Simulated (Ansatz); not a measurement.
BP (zinc blende), conventional cell a = 4.537 Å, b = 4.537 Å, c = 4.537 Å, α = 90.00°, β = 90.00°, γ = 90.00°. The calculation uses the primitive cell of 2 atoms, to which meshes and values per cell refer.

The relaxed cell is deformed in two ways at once: its volume V is scaled, and at that volume it is stretched along z (the c axis of the conventional cell) so that c/a changes. Fractional atomic positions are held.

Computed with r2SCAN (plane waves to 500 eV, PAW, scalar-relativistic; Ansatz, a quantum-chemistry and plane-wave program). k mesh 12×12×12 (Γ-centred), Fermi-Dirac smearing 0.05 eV. Energies are smeared free energies. Stress and pressure are positive under compression. BP was relaxed with its symmetry unable to fall. ΔE is measured from the relaxed starting cell.

ΔE (meV/atom), with V/V₀ across and (c/a)/(c/a)₀ down:

```
(c/a)/(c/a)₀ \ V/V₀  0.960  0.980  1.000  1.020  1.040
-------------------  -----  -----  -----  -----  -----
0.920                 55.1   47.3   45.0   47.5   54.5
0.960                 21.7   13.7   11.2   13.7   20.6
1.000                 10.5    2.5    0.0    2.4    9.3
1.040                 21.6   13.7   11.1   13.5   20.4
1.080                 54.6   46.7   44.2   46.7   53.6
```

P (GPa), with V/V₀ across and (c/a)/(c/a)₀ down:

```csv
(c/a)/(c/a)₀ \ V/V₀,0.960,0.980,1.000,1.020,1.040
0.920,7.3,3.4,-0.1,-3.3,-6.2
0.960,7.4,3.5,0.0,-3.3,-6.2
1.000,7.5,3.5,0.0,-3.2,-6.2
1.040,7.4,3.5,0.0,-3.2,-6.2
1.080,7.4,3.5,0.0,-3.3,-6.2
```

Read from the data:

| Property | Result |
|---|---|
| Shear modulus C′ = (C11 − C12)/2 (fit, atoms clamped) | 144 GPa |
| Lowest place on the grid | V/V₀ = 1.000, (c/a)/(c/a)₀ = 1.000 (0.0 meV/atom) |
| Highest place on the grid | V/V₀ = 0.960, (c/a)/(c/a)₀ = 0.920 (55.1 meV/atom) |

(A scan under strain: stresses follow from slopes of the energy per volume, elastic moduli from its curvatures.)
